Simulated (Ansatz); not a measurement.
**What a change of settings does: TiRh**

First run: DFT, LDA, PAW with Ansatz's default frozen-core files, scalar-relativistic (Ansatz 0.2.0).

Command: `ansatz run input.yaml --threads 1 --pin off --max-ram 2048MiB --backend cpu --events-out ev --progress --plain --runs-dir out` It took 16 s on 1 thread of Arm Neoverse V1 (shared host), peak memory 0.34 GiB.

```yaml
crystal:
  lattice:
    - [3.115202, 0.0, 0.0]
    - [0.0, 3.115202, 0.0]
    - [0.0, 0.0, 3.115202]
  atoms:
    - { symbol: Ti, position: [0.5, 0.5, 0.5] }
    - { symbol: Rh, position: [0.0, 0.0, 0.0] }
kpoints:
  mp_grid: { grid: [13, 13, 13] }
scf:
  occupations: { method: fermi_dirac, width: 0.05 }
hamiltonian:
  xc: lda
  pseudopotentials: { kind: paw }
output:
  forces: true
  stress: true
relax:
  f_tol: 0.005
  max_steps: 50
  cell: {}
```

The cell is Materials Project entry mp-11563, used as a structure alone.

This run: cell and atoms relaxed.

It converges in 39 SCF iterations over all geometries at a pressure of -0.01 GPa, ending at 14.11 Å³/atom, cutoff 420 eV.

The input is then changed:

```diff
 kpoints:
-  mp_grid: { grid: [13, 13, 13] }
+  mp_grid: { grid: [4, 4, 4] }
 scf:
   occupations: { method: fermi_dirac, width: 0.05 }
+  mixing: { algorithm: msr1, beta: 0.1, ndim: 8 }
 hamiltonian:
   stress: true
+  write_density: true
+  write_potential: true
+  elf: true
+  volumetric_format: npy
 relax:
```

What does the second run give?

It converges in 39 SCF iterations over all geometries at a pressure of -0.02 GPa, ending at 14.20 Å³/atom, cutoff 420 eV, free energy +34.7 meV/atom against the first run's. More than one line changes, and not each need have an effect. Some of the changed settings are coarser than converged work would use.
